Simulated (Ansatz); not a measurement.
Data:

SnO2:
Space group P4₂/mnm (No. 136); a = b = 4.7599 Å, c = 3.2008 Å, α = β = γ = 90.00°

```json
[
 {"atom": "Sn", "site": "2a", "symmetry": "m.mm", "x": "0.0000", "y": "0.0000", "z": "0.0000"},
 {"atom": "O", "site": "4f", "symmetry": "m.2m", "x": "0.3059", "y": "0.3059", "z": "0.0000"}
]
```

This is the r²SCAN-relaxed structure.

Q: All from the program Ansatz at the r²SCAN level (PAW), unless another level is named. Predict the highest zone-centre frequency (without LO–TO term).

A: 764 cm⁻¹.

Q: And the Young's modulus?

A: 255 GPa.

Space group P4_2/mnm (rutile). Symmetry was held in the r²SCAN relaxation; of distortions, only those at the zone centre were tested. Scalar-relativistic: spin–orbit coupling is off unless named, which matters more the heavier the elements.

Potentials: the later of the program's two PAW sets.
